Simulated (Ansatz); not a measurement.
TiSi2 in space group Fddd (No. 70; Ti on 8b, Si on 16f) under volume change, DFT-r²SCAN in the program Ansatz with PAW potentials, shape and atoms relaxed at each volume.

| V (Å³/atom) | E − E(relaxed) (meV/atom) | P (GPa) |
|---|---|---|
| 12.711 | 61.5 | 17.06 |
| 13.130 | … | … |
| 13.549 | 6.1 | 4.79 |
| 13.968 | 0.0 | 0.00 |
| 14.387 | … | … |
| 14.806 | 20.7 | -7.51 |
| 15.225 | 44.3 | -10.43 |

Q: Fill in the missing entries.

A: 
- 14.387, E − E(relaxed) (meV/atom): 5.5
- 14.387, P (GPa): -4.07
- 13.130, E − E(relaxed) (meV/atom): 25.8
- 13.130, P (GPa): 10.42

Q: What does a third-order Birch–Murnaghan fit give for V₀, B₀ and B′?

A: V₀ = 13.97 Å³/atom, B₀ = 147 GPa, B′ = 4.4.

Symmetry was held in the r²SCAN relaxation; of distortions, only those at the zone centre were tested. The run is not spin-polarised.

Potentials: the earlier of the program's two PAW sets.
